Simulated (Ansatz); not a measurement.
**Data sheet: AlP (DFT)**

AlP:
```xyz
6
Lattice="3.8209 0.0000 0.0000 -1.9105 3.3090 0.0000 0.0000 0.0000 8.6329" Properties=species:S:1:pos:R:3 pbc="T T T"
Al    -0.9549     1.6539     5.7553
Al     0.9556     1.6551     0.0000
Al     1.9098     0.0000     2.8776
P     -0.9550     1.6541     1.4388
P      0.9554     1.6549     4.3165
P      1.9100     0.0000     7.1941
```

Space group P6_422 (No. 181); conventional cell a = 3.8209 Å, b = 3.8209 Å, c = 8.6329 Å, α = 90.00°, β = 90.00°, γ = 120.00°.

Method: DFT-PBEsol in the program Ansatz with PAW potentials. Geometry: relaxed at this level of theory. Other levels are named where they apply.

Cell and energy:

```json
{
 "volume_per_atom": "18.19 Å³",
 "density": "2.65 g/cm³",
 "Formation energy from the elements (no fitted shifts)": "-0.40 eV/atom"
}
```

Electronic structure:

```json
{
 "band_gap": "0.84 eV (indirect)",
 "valence_band_maximum": "at Γ",
 "conduction_band_minimum": "at M (3 equivalent valleys)",
 "smallest_direct_gap_on_the_standard_path": "1.93 eV",
 "electron_effective_mass": "0.14, 0.40, 1.5 mₑ (principal values)",
 "hole_effective_mass": "0.15, 8.0, 8.0 mₑ (principal values)",
 "HSE06 gap on the PBEsol cell": "1.57 eV"
}
```

Mechanics:

```json
{
  "Bulk modulus (Birch–Murnaghan fit)": "95.7 GPa",
  "Pressure derivative B′": "4.1",
  "mechanical_stability": "stable (all eigenvalues of C positive)",
  "hill_bulk_and_shear_moduli": "96.4 and 50.6 GPa",
  "Young's modulus": "129 GPa",
  "Poisson's ratio": "0.28",
  "debye_temperature_from_the_elastic_constants": "552 K",
  "Piezoelectric stress constants (proper, relaxed ions, C/m²)": "e14 = -0.10, e25 = 0.10"
}
```

Dielectric response:

```json
{
  "Electronic dielectric constant ε∞ (DFPT)": "12.6 (xx = yy), 14.0 (zz)",
  "Static dielectric constant ε0 (ions relaxed, cell fixed)": "21.8 (xx = yy), 18.0 (zz)",
  "Born charges (a third of the trace)": "Al +2.70, P -2.70 e"
}
```

Phonons:

```json
{
 "Highest zone-centre frequency (without LO–TO term)": "468 cm⁻¹",
 "zone_centre_stability": "no imaginary mode at Γ"
}
```

The start of the workflow was typed in or built on a structure type; neither database checked (COD, Materials Project) lists it. It is not the phase usual at ambient conditions (space group No. 216). The PBEsol relaxation kept the symmetry of its start. Point labels and valley counts follow the cell and symmetry of the run, lower than the named group. Signs of piezoelectric constants follow the polarity of the cell as given. The references are the lowest solids computed at this level, not always the standard phases.

Potentials: the earlier of the program's two PAW sets. The files were generated under PBE; for other functionals the program regenerates the frozen cores, and for LDA and PBEsol the local potential too.
